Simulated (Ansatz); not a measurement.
Sc2C:
```cif
data_CSc2
_chemical_formula_sum 'Sc2 C1'
_space_group_name_H-M_alt 'P-3m1'
_space_group_IT_number 164
_space_group_name_Hall '-P 3 2"'
_cell_length_a 3.25094
_cell_length_b 3.25094
_cell_length_c 5.57061
_cell_angle_alpha 90.000
_cell_angle_beta 90.000
_cell_angle_gamma 120.000
loop_
_atom_site_label
_atom_site_type_symbol
_atom_site_symmetry_multiplicity
_atom_site_Wyckoff_symbol
_atom_site_fract_x
_atom_site_fract_y
_atom_site_fract_z
_atom_site_occupancy
Sc1 Sc 2 d 0.33333 0.66667 0.28204 1
C1 C 1 b 0.00000 0.00000 0.50000 1
```

Relaxed with LDA.

Question: Which orbitals make up the states near the Fermi level in LDA in the plane-wave PAW code Ansatz?

Answer: Within 0.5 eV of the Fermi level: Sc 3d 79 %, Sc 4s 9 %, outside the projected shells 6 %. Projections are on Löwdin-orthogonalised atomic valence shells; empty p or d shells of many metals are not among them.

Question: Tabulate the density of states.

Answer: States/eV per cell of 3 atoms, in 0.25 eV bins, energy from the Fermi level.

| E (eV) | total | Sc 3d | C 2p | Sc 4s |
|---|---|---|---|---|
| -7.85 | 0.00 | 0.00 | 0.00 | 0.00 |
| -7.60 | 0.00 | 0.00 | 0.00 | 0.00 |
| -7.35 | 0.00 | 0.00 | 0.00 | 0.00 |
| -7.10 | 0.00 | 0.00 | 0.00 | 0.00 |
| -6.85 | 0.00 | 0.00 | 0.00 | 0.00 |
| -6.60 | 0.00 | 0.00 | 0.00 | 0.00 |
| -6.35 | 0.00 | 0.00 | 0.00 | 0.00 |
| -6.10 | 0.00 | 0.00 | 0.00 | 0.00 |
| -5.85 | 0.00 | 0.00 | 0.00 | 0.00 |
| -5.60 | 0.00 | 0.00 | 0.00 | 0.00 |
| -5.35 | 0.00 | 0.00 | 0.00 | 0.00 |
| -5.10 | 0.00 | 0.00 | 0.00 | 0.00 |
| -4.85 | 0.00 | 0.00 | 0.00 | 0.00 |
| -4.60 | 0.03 | 0.00 | 0.01 | 0.02 |
| -4.35 | 0.16 | 0.02 | 0.05 | 0.07 |
| -4.10 | 0.26 | 0.05 | 0.09 | 0.11 |
| -3.85 | 0.39 | 0.09 | 0.14 | 0.14 |
| -3.60 | 2.03 | 0.63 | 0.93 | 0.37 |
| -3.35 | 2.61 | 0.83 | 1.21 | 0.45 |
| -3.10 | 2.31 | 0.72 | 1.14 | 0.34 |
| -2.85 | 0.59 | 0.19 | 0.28 | 0.08 |
| -2.60 | 1.83 | 0.58 | 0.91 | 0.24 |
| -2.35 | 2.15 | 0.71 | 1.12 | 0.22 |
| -2.10 | 2.44 | 0.78 | 1.40 | 0.14 |
| -1.85 | 3.98 | 1.43 | 2.36 | 0.05 |
| -1.60 | 2.34 | 1.04 | 1.23 | 0.03 |
| -1.35 | 3.04 | 1.34 | 1.61 | 0.03 |
| -1.10 | 0.88 | 0.32 | 0.24 | 0.21 |
| -0.85 | 1.47 | 0.68 | 0.28 | 0.40 |
| -0.60 | 1.69 | 0.98 | 0.22 | 0.39 |
| -0.35 | 1.85 | 1.24 | 0.15 | 0.34 |
| -0.10 | 2.26 | 1.68 | 0.09 | 0.28 |
| 0.15 | 3.23 | 2.73 | 0.09 | 0.14 |
| 0.40 | 2.32 | 2.05 | 0.07 | 0.06 |
| 0.65 | 2.57 | 2.10 | 0.12 | 0.13 |
| 0.90 | 2.25 | 1.89 | 0.09 | 0.08 |
| 1.15 | 2.72 | 2.40 | 0.07 | 0.11 |
| 1.40 | 1.50 | 1.37 | 0.03 | 0.05 |
| 1.65 | 1.13 | 1.06 | 0.02 | 0.02 |
| 1.90 | 1.37 | 1.30 | 0.04 | 0.01 |
| 2.15 | 2.05 | 1.94 | 0.05 | 0.02 |
| 2.40 | 1.63 | 1.53 | 0.06 | 0.01 |
| 2.65 | 2.42 | 2.24 | 0.11 | 0.02 |
| 2.90 | 3.78 | 3.52 | 0.14 | 0.03 |
| 3.15 | 4.30 | 4.02 | 0.15 | 0.04 |
| 3.40 | 2.80 | 2.58 | 0.12 | 0.03 |
| 3.65 | 3.77 | 3.39 | 0.22 | 0.05 |
| 3.90 | 6.92 | 6.37 | 0.35 | 0.07 |
| 4.15 | 4.84 | 4.28 | 0.29 | 0.12 |

The first step of the workflow began from a Materials Project structure, measured or hypothetical; the Crystallography Open Database copy checked does not list it. Whether it is the stable phase at ambient conditions was not checked. The LDA relaxation kept the symmetry of its start. At this level the phase is mechanically unstable. The run is not spin-polarised.

Potentials: the later of the program's two PAW sets.
